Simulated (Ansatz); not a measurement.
## Ce (fcc)

Computed with Ansatz (plane waves, PAW, 420 eV cutoff): PBEsol, scalar-relativistic, collinear spin, 14×14×14 k-mesh, Gaussian smearing of 0.05 eV; PAW files: Ansatz's generated set soft_2.

```
Ce
1.0
     0.00000    2.28556    2.28556
     2.28556    0.00000    2.28556
     2.28556    2.28556    0.00000
Ce
1
Cartesian
  0.0000 0.0000 0.0000
```

Magnetic state: non-magnetic, site spin moments none.

Cell and atoms are those of this level's equilibrium.

Path: Γ–X–U | K–Γ–L–W–X, with Γ = (0.000, 0.000, 0.000), X = (0.500, 0.000, 0.500), U = (0.625, 0.250, 0.625), K = (0.375, 0.375, 0.750), L = (0.500, 0.500, 0.500), W = (0.500, 0.250, 0.750) in reciprocal vectors of the calculation's cell.

**Question.** Is it a metal or an insulator, and if it has a gap, where are the band edges on this path?

**Answer.** A metal: bands cross the Fermi level.

Bands as a text map, energy in eV from the Fermi level (dashes), each leg drawn with the same width, + spin up, o spin down, # both:
```
  2.57 |                   ###    ##        #           
  2.25 | #               ##  #   #  #        #  #       
  1.93 |                 ##   #  ##      #   ####       
  1.61 |##                 ######    #  #   #           
  1.29 |#####           ###########################     
  0.96 | #####################   #   ###################
  0.64 |  ###################     ######################
  0.32 |####             ## ########    ###########     
  0.00 |----------------#--##------###-------####-------
 -0.32 |##                ##  #####   ###   #   #       
 -0.64 |              ##   ###           # #     #      
 -0.96 |  ##         #    # #             ##            
 -1.29 |  ##                              # ##### #     
 -1.61 |    #       #    #        ##             # #    
 -1.93 |    #      #         #   #  #    #              
 -2.25 | #   #    #     #            ####         # #   
 -2.57 |#    #####   ###      ###                  # ###
 -2.89 |           ##                               #   
 -3.21 |      #####                                  ###
 -3.54 |                                                
 -3.86 |                                                
 -4.18 |                                                
 -4.50 |                                                
 -4.82 |                                                
 -5.14 |                                                
 -5.46 |                                                
 -5.79 |                                                
 -6.11 |                                                
        Γ      X      UK       Γ       L       W       X
```

For elements this heavy, spin–orbit coupling would shift levels and gaps; it isn't included here.

The state of the open shells isn't shown to be the lowest, and forces and pressures are less sure for it.
